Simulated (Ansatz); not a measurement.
## Property card for ScNiN2

ScNiN₂:
```
CELL_PARAMETERS angstrom
      1.66505     0.96132     5.58719
     -1.66505     0.96132     5.58719
      0.00000    -1.92264     5.58719
ATOMIC_POSITIONS crystal
  Sc 0.50000 0.50000 0.50000
  Ni 0.00000 0.00000 0.00000
  N  0.89702 0.89702 0.89702
  N  0.10298 0.10298 0.10298
```
The run is spin-polarised; directions of the spins, atom by atom: 0 ↑ ↑ ↑.

Space group R-3m (No. 166); conventional cell a = 3.330 Å, b = 3.330 Å, c = 16.762 Å, α = 90.00°, β = 90.00°, γ = 120.00°.

Method: the program Ansatz at the PBE level (PAW). Geometry: relaxed at this level of theory. Other levels are named where they apply.

**Cell and energy**

```yaml
volume_per_atom: 13.41 Å³
density: 4.07 g/cm³
Formation energy from the elements (no fitted shifts): -21 kJ/mol-atom
```

**Electronic structure**

```yaml
electronic_character: metallic (no gap)
Density of states at the Fermi level: 1.00 states/eV per atom (mean over ±0.08 eV)
```

**Magnetism**

```yaml
magnetic_order: ferromagnetic
net_moment: 0.47 μB per atom
```

The start of the workflow was typed in or built on a structure type; neither database checked (COD, Materials Project) lists it. Its standing as an ambient phase is unchecked. The PBE relaxation kept the symmetry of its start; its stability against distortions is not shown here. Magnetic state: ferromagnetic, the only order run, not a proven ground state. No Hubbard U is applied. The references are the lowest solids computed at this level, not always the standard phases (solids in place of the gases).

Potentials: the later of the program's two PAW sets.
